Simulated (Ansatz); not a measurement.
Compressing Cs2AgSbBr6: a fit and a missing row

Cs2AgSbBr6, Fm-3m, a = 11.242 Å. The structure is a Materials Project entry; whether it is the stable form wasn't checked. Ansatz: r2SCAN, PAW, 500 eV, Γ-centred 4×4×4 mesh on 10 atoms, Gaussian smearing 0.02 eV; no spin polarisation. Shape and atoms are relaxed at each volume; pressure is positive in compression.

```tsv
V (Å³/atom)	P (GPa)
31.258	?
32.323	3.08
33.389	1.85
34.455	0.83
35.520	0.00
36.586	-0.69
37.651	-1.25
39.072	-1.82
```

Question: Take V0 = 35.520 Å³/atom, fit the third-order Birch–Murnaghan form to the other rows, and predict the missing pressure.

Answer: With the Eulerian strain f = ½[(V0/V)^(2/3) − 1] and y = P/[3f(1 + 2f)^(5/2)], the form is the line y = B0 + 1.5 B0 (B0′ − 4) f. Rows (f, y): 0.03245, 27.04; 0.02105, 26.43; 0.01025, 25.66; -0.00976, 24.76; -0.01905, 24.10; -0.03078, 23.10. Means f = 0.0006933, y = 25.182; Σ(Δf)² = 0.003004, ΣΔfΔy = 0.1803; the slope is their ratio. y = 25.14 + 60.02 f GPa, so B0 = 25.1 GPa and B0′ = 4 + 2 × (60.02)/(3 × 25.14) = 5.59. At V = 31.258, f = 0.04447, y = 27.809 and P = 4.59 GPa. The run gave 4.57 GPa, so the fit is 0.02 GPa too high, a small miss on the scale of the series.